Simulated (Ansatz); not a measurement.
Starting cell, SiC (zinc blende):

```xyz
2
Lattice="0.0000 2.1782 2.1782 2.1782 0.0000 2.1782 2.1782 2.1782 0.0000" Properties=species:S:1:pos:R:3 pbc="T T T"
C      3.2673     3.2673     3.2673
Si     0.0000     0.0000     0.0000
```

A phonon eigenvector at Γ is frozen into this cell: atom i moves by Q times the vector below, so Q is the largest atomic displacement, in Å. The cell is held. It is one choice among 3 degenerate patterns.

```tsv
atom	x	y	z
C1	0.000	0.000	-1.000
Si2	0.000	0.000	0.428
```

Computed with r2SCAN (plane waves to 500 eV, PAW, scalar-relativistic; Ansatz, a first-principles code). k mesh 13×13×13 (Γ-centred), Fermi-Dirac smearing 0.05 eV. E stands for the smeared free energy. SiC was relaxed with its symmetry unable to fall. ΔE is measured from the undisplaced structure.

| Q (Å) | ΔE (meV/cell) |
|---|---|
| -0.2800 | 1422 |
| -0.2333 | withheld |
| -0.1867 | 669 |
| -0.1400 | 384 |
| -0.0933 | 173 |
| -0.0467 | 44 |
| 0.0000 | 0 |
| 0.0467 | 44 |
| 0.0933 | 173 |
| 0.1400 | 384 |
| 0.1867 | 669 |
| 0.2333 | withheld |
| 0.2800 | 1422 |

Fit an even polynomial form (powers 2, 4) to the given rows and predict ΔE at Q = 0.2333.

Least squares on the 11 given rows: ΔE = (20060)·Q² + (-24490)·Q⁴, in meV/cell with Q in Å; root-mean-square residual 0.3 meV/cell. At 0.2333 the fit gives 1019 meV/cell; the calculation gives 1019 meV/cell, the same to the digits shown. The quadratic term alone would give 1092 meV/cell.

(For displaced atoms, the force is minus the slope of the energy, and its curvature is a force constant, which sets phonon frequencies.)
